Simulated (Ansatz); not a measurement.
Rb2Te:
```
Rb2Te
1.0
    0.00000     4.21617     4.21617
    4.21617     0.00000     4.21617
    4.21617     4.21617     0.00000
Rb Te
2 1
Direct
  0.25000   0.25000   0.25000
  0.75000   0.75000   0.75000
  0.00000   0.00000   0.00000
```

Relaxed with PBEsol.

### Question
Map the electron localisation function on the plane through (0.250, 0.250, 0.250) spanned by u = [1, 0, 0] and v = [-1, 1, 1] in lattice vectors, from PBEsol in the plane-wave PAW code Ansatz.

### Answer
x is the fraction of u, y of v (the angle between them is 90°; rows are the nearest grid lines); atoms in the plane: Rb at (0.00, 0.00), Rb at (0.00, 0.50), Te at (0.50, 0.75).
```
|..+%%%*-...:=+***+=:...-*%%%+..|
|*#%%%#=:.:-*#######*-:.:=#%%%#*|
|%%%%%+:..-+#########+-..:+%%%%%|
|%%#+-..:=*###*****###*=:..-+#%%|
|:::...-+###*+=---=+*###+-...:::|
|....:=*###*+-.....-+*###*=:....|
|....:=*###*+-. @ .-+*###*=:....|
|.....:+*##*+=:...:=+*##*+:.....|
|*+=:..:-*##**+++++**##*-:..:=+*|
|%%%%*-..:+###########+:..-*%%%%|
|%%%%%+:..-+#########+-..:+%%%%%|
|.-*%%%*:..:=**###**=:..:*%%%*-.|
|.-*%%%#-...:-=+++=-:...-#%%%*-.|
|%%%%%#+-.....:::::.....-+#%%%%%|
|%%%%#*=:...............:=*#%%%%|
|*++=-:...................:-=++*|
|...............................|
|...............................|
|...............................|
|:::.........................:::|
|%%##+=:.................:=+##%%|
|%%%%%#+-.....:::::.....-+#%%%%%|
|*#%%%%*-....:-----:....-*%%%%#*|
|..+%%%*-...:=+***+=:...-*%%%+..|
```
Scale: ten equal steps from -0.129 (start of ' ') to 1.00 (end of '@'), in the order ' .:-=+*#%@'; x runs from 0.000 to 1.00, y from 0.000 (bottom) to 1.00 (top).

The density is the valence pseudo-density with augmentation charge, so density and ELF within about 1 Å of a nucleus are not all-electron values.

Space group Fm-3m (anti-fluorite). The first step of the workflow began from a Materials Project structure, measured or hypothetical; the Crystallography Open Database copy checked does not list it. Its standing as an ambient phase is unchecked. The cell was relaxed with PBEsol under the symmetry of its start; whether a distortion lowers the energy is not shown. Scalar-relativistic: spin–orbit coupling is off unless named, which matters more the heavier the elements.

Potentials: the later of the program's two PAW sets.
